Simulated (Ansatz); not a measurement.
AlInSb2:
```yaml
crystal:
  lattice:
    - [4.49793, 0.00000, 0.00000]
    - [0.00000, 4.49793, 0.00000]
    - [0.00000, 0.00000, 6.35828]
  atoms:
    - { symbol: Al, position: [0.00000, 0.00000, 0.00000] }
    - { symbol: In, position: [0.50000, 0.50000, 0.50000] }
    - { symbol: Sb, position: [0.00000, 0.50000, 0.23318] }
    - { symbol: Sb, position: [0.50000, 0.00000, 0.76682] }
```

Relaxed with r²SCAN. Special points in fractions of this cell's reciprocal vectors: Γ (0.000, 0.000, 0.000); X (0.000, 0.500, 0.000); M (0.500, 0.500, 0.000); Z (0.000, 0.000, 0.500); R (0.000, 0.500, 0.500); A (0.500, 0.500, 0.500).

List the band energies nearest the valence-band maximum at these points for DFT-r²SCAN with spin–orbit coupling in the program Ansatz with PAW potentials.

In eV from the valence-band maximum; about four levels below and three above (degenerate sets whole), none deeper than 8.9 eV; points with the same levels are listed once.

```json
[
 {"k": "Γ", "below": "-0.10 -0.10 0.00 0.00", "above": "0.73 0.73 1.38 1.38"},
 {"k": "X", "below": "-1.58 -1.58 -1.04 -1.04", "above": "2.04 2.04 2.63 2.63"},
 {"k": "M", "below": "-2.39 -2.39 -2.34 -2.34", "above": "0.91 0.91 1.31 1.31"},
 {"k": "Z", "below": "-1.44 -1.44 -1.35 -1.35", "above": "1.45 1.45 1.73 1.73"},
 {"k": "R", "below": "-1.14 -1.14 -0.82 -0.82", "above": "0.78 0.78 1.11 1.11"},
 {"k": "A", "below": "-2.96 -2.96 -2.95 -2.95", "above": "3.71 3.71 4.06 4.06"}
]
```

Space group P-4m2. The workflow started from a Materials Project entry (that database holds measured and hypothetical structures alike); the Crystallography Open Database copy checked does not list it. With Al and In taken as one species the cell has the higher symmetry F-43m, so it may be an ordered model of a mixed-site phase. Whether it is the stable phase at ambient conditions was not checked. Symmetry was held in the r²SCAN relaxation; its stability against distortions is not shown here.

Potentials: the later of the program's two PAW sets.
